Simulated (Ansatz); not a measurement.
Starting cell, SiO2 (space group P4_32_12):

```xyz
12
Lattice="4.9458 0.0000 0.0000 0.0000 4.9458 0.0000 0.0000 0.0000 6.8736" Properties=species:S:1:pos:R:3 pbc="T T T"
Si     0.9687     0.9687     0.0000
Si     1.5042     3.4416     5.1552
Si     3.9771     3.9771     3.4368
Si     3.4416     1.5042     1.7184
O      3.0311     3.6471     4.6954
O      3.7717     0.5582     2.9770
O      1.9148     1.2987     1.2586
O      1.1742     4.3877     6.4137
O      0.5582     3.7717     3.8966
O      1.2987     1.9148     5.6150
O      4.3877     1.1742     0.4598
O      3.6471     3.0311     2.1782
```

The atoms are displaced by Q × the pattern below (from a DFPT mode at Γ, largest move 1; Q in Å), at fixed cell.

```csv
atom,x,y,z
Si1,-0.379,0.379,-0.236
Si2,0.379,0.379,0.236
Si3,0.379,-0.379,-0.236
Si4,-0.379,-0.379,0.236
O5,-0.778,-0.188,0.599
O6,-0.188,0.778,-0.599
O7,0.778,0.188,0.599
O8,0.188,-0.778,-0.599
O9,-0.778,0.188,-0.599
O10,-0.188,-0.778,0.599
O11,0.778,-0.188,-0.599
O12,0.188,0.778,0.599
```

Calculation: LDA (plane waves to 420 eV, PAW, scalar-relativistic; Ansatz, a first-principles code). k mesh 6×6×4 (Γ-centred), Fermi-Dirac smearing 0.05 eV. Energies are smeared free energies. SiO2 was relaxed with its symmetry unable to fall. ΔE is measured from the undisplaced structure.

Task: Give the computed ΔE (meV/cell) at Q (Å) = -0.150, -0.120, -0.090, -0.030, 0.090.

Result: 
```json
[
 {"Q (Å)": "-0.150", "ΔE (meV/cell)": "8866"},
 {"Q (Å)": "-0.120", "ΔE (meV/cell)": "5487"},
 {"Q (Å)": "-0.090", "ΔE (meV/cell)": "3005"},
 {"Q (Å)": "-0.030", "ΔE (meV/cell)": "324"},
 {"Q (Å)": "0.090", "ΔE (meV/cell)": "3005"}
]
```

(A displaced cell: forces are minus the slopes of the energy, force constants its curvatures, and phonons follow from these.)
